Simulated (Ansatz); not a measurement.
Consider the following.

GaN:
```
CELL_PARAMETERS angstrom
      0.00000     2.24909     2.24909
      2.24909     0.00000     2.24909
      2.24909     2.24909     0.00000
ATOMIC_POSITIONS crystal
  N  0.75000 0.75000 0.75000
  Ga 0.00000 0.00000 0.00000
```

This is the PBEsol-relaxed structure. Tensor components refer to the Cartesian frame of this cell.

All from plane-wave PAW PBEsol (Ansatz code), unless another level is named. Predict the Young's modulus.

267 GPa.

And the piezoelectric stress constants (proper, relaxed ions, C/m²)?

e14 = e25 = e36 = -0.37.

Space group F-43m (zinc blende). The PBEsol relaxation kept the symmetry of its start.

Potentials: the later of the program's two PAW sets.
